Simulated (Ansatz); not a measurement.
Problem. Name crystals whose computed values (r²SCAN+D4 in the plane-wave PAW code Ansatz) fall in these windows: B₀ by P(V) fit (GPa) 20 to 26; highest Γ mode, no LO–TO term (cm⁻¹) 310 to 400.

Solution. 

```
crystal                                    B₀ by P(V) fit (GPa)  highest Γ mode, no LO–TO term (cm⁻¹)
-----------------------------------------  --------------------  ------------------------------------
TiTeS, P3m1 (Ti on 1b, Te on 1a, S on 1c)                  23.7                                   351
```
Others may fit too.

Standing as an ambient phase not checked: TiTeS, P3m1 (Ti on 1b, Te on 1a, S on 1c). The cell was relaxed under the symmetry of its start. Rows with no word on spin ran without spin polarisation. Spin–orbit coupling is left out wherever it is not named.

Potentials: the later of the program's two PAW sets.
